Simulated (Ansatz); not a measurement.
**Will it converge? Al₄Cr**

System: Al₄Cr, a strained cell with displaced atoms (not relaxed); the cell holds 15 atoms.

```
CELL_PARAMETERS angstrom
5.33197 -0.15956 -0.07265
2.93535 -8.79046 0.12329
1.02073 0.06374 -4.91510
ATOMIC_POSITIONS crystal
Cr 0.25956 0.30255 0.18050
Cr 0.56852 0.71696 0.14935
Al 0.36531 0.95853 0.96580
Cr 0.78147 0.99644 0.81710
Al 0.62357 0.97951 0.37787
Al 0.76747 0.21059 0.13628
Al 0.99700 0.74602 0.08201
Al 0.48106 0.26168 0.65763
Al 0.71929 0.74692 0.65717
Al 0.95382 0.14615 0.56602
Al 0.08422 0.86516 0.54024
Al 0.85157 0.44230 0.44539
Al 0.26410 0.52651 0.48862
Al 0.99255 0.43511 0.91834
Al 0.50641 0.48565 0.89024
```

Atoms are numbered from 1 in the order listed.

Level of theory: DFT, PBE, PAW, plane waves, scalar-relativistic in Ansatz development build ahead of 0.2.0.

```json
{"Plane-wave cutoff": "420 eV", "k-point mesh": "3×2×3 (Γ-centred)", "Occupations": "Gaussian smearing, 0.1 eV", "Spin": "off"}
```

The starting density is a sum of atomic densities corrected by a trained network, so it is already close to self-consistency.

Spin is off, though the compound may be magnetic.

Default run: converged in 8 iterations, with no gap on the k-mesh. The search for lower states is off, and runs that name a mixer don't switch to direct minimisation.

(1) What happens with iteration limit 15?

(2) Outcome with Broyden, β 0.3, history 8, no preconditioner (limit 70 iterations)?

(3) Outcome with linear mixing, β 0.2, no preconditioner (limit 70 iterations)?

(4) Outcome with MSR1 mixing, preconditioner LDOS (limit 70 iterations)?

(5) What happens with direct minimisation (limit 150 iterations)?

(6) Rank these settings by the iterations they needed, fewest first.
A. iteration limit 15
B. Broyden, β 0.3, history 3, no preconditioner
C. direct minimisation
D. MSR1 mixing, preconditioner LDOS
E. Broyden, β 0.3, history 8, no preconditioner

Answers

(1) Converged in 8 iterations: the same free energy.

(2) Converged in 12 iterations: the same free energy.

(3) Not converged after 70 iterations. The run falls into a cycle of 2 steps and the residual stays around 2e+03 eV: the energy estimate swings by 64 eV, as each step overshoots and the next one undoes it.

(4) Converged in 9 iterations: the same free energy.

(5) Converged in 7 iterations: the same free energy.

(6) C (7), A (8), D (9), E (12), B (38).
